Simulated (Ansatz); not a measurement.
Cu:
```yaml
crystal:
  lattice:
    - [0.00000, 2.61579, 2.61579]
    - [2.61579, 0.00000, 2.61579]
    - [2.61579, 2.61579, 0.00000]
  atoms:
    - { symbol: Cu, position: [0.00000, 0.00000, 0.00000] }
    - { symbol: Cu, position: [0.25000, 0.25000, 0.25000] }
```

Relaxed with PBEsol. Special points in fractions of this cell's reciprocal vectors: Γ (0.000, 0.000, 0.000); X (0.500, 0.000, 0.500); U (0.625, 0.250, 0.625); K (0.375, 0.375, 0.750); L (0.500, 0.500, 0.500); W (0.500, 0.250, 0.750).

Problem. List the band energies nearest the Fermi level at these points for plane-wave PAW PBEsol (Ansatz code).

Solution. In eV from the Fermi level; about four levels below and three above (degenerate sets whole), none deeper than 8.9 eV; … stands for higher levels left out; points with the same levels are listed once.

```
k                                below                above
-  -----------------------------------  -------------------
Γ        -1.95 -1.95 -1.95 -1.21 -1.21    10.19 10.19 10.19
X              -2.12 -2.12 -1.21 -1.21  0.25 0.25 3.79 3.79
U              -2.31 -2.15 -1.17 -1.08       0.21 0.62 1.42
L  -1.70 -1.70 -1.70 -1.31 -1.31 -0.33          7.35 7.35 …
W              -2.28 -2.28 -1.08 -1.08  0.65 0.65 2.14 2.14
```

Space group Fd-3m (diamond). The start of the workflow was typed in or built on a structure type; neither database checked (COD, Materials Project) lists it. It is not the phase usual at ambient conditions (space group No. 225). Symmetry was held in the PBEsol relaxation. At this level the phase is mechanically unstable. The run is not spin-polarised.

Potentials: the later of the program's two PAW sets.
